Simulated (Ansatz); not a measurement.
Mo: from a starting cell to a relaxed one

The start is a relaxed Mo cell, doubled along one cell vector, shaken by Gaussian noise of σ = 0.08 Å a coordinate. A full variable-cell relaxation at zero pressure is run with r2SCAN (plane waves to 500 eV, PAW, scalar-relativistic; Ansatz, an electronic-structure program). The first steps use a coarse 12×6×12 k-mesh.

Starting cell:
```yaml
crystal:
  lattice:
    - [2.58656, 0.00000, 0.00000]
    - [0.00000, 5.17312, 0.00000]
    - [0.00000, 0.00000, 2.58656]
  atoms:
    - { symbol: Mo, position: [0.92194, 0.97409, 0.97433] }
    - { symbol: Mo, position: [0.96810, 0.50350, 0.99340] }
```

```yaml
initial_pressure: "+3.4 GPa (positive: the cell is compressed)"
energy_released: 1.25 to 1.26 eV/atom (the two k-meshes of the run give this range)
volume_change: -9.6 %, from 17.30 to 15.64 Å³/atom
relative_to_the_parent: "It does not go back: it reaches Im-3m (No. 229), bcc (W type), 1.22 eV/atom below the parent"
Shortest distances (start → end): "The closest pairs of elements (up to four, under 3.6 Å), start → end: Mo–Mo 2.44 → 2.73 Å"
band_gap_at_the_end: no gap (metallic)
optimiser_moves: 18
```

Final values are on a 21×21×21 k-mesh of the relaxed cell. No spin polarisation in the result.

The run could not lose the symmetry of its start.

Of the parent cell (Pm-3m (No. 221)): it is a generated cell of Mo: the first start was made by placing the elements on the sites of a structure type, and the end was not matched to a known phase here, so it may be hypothetical. Known forms of Mo include space group No. 229.
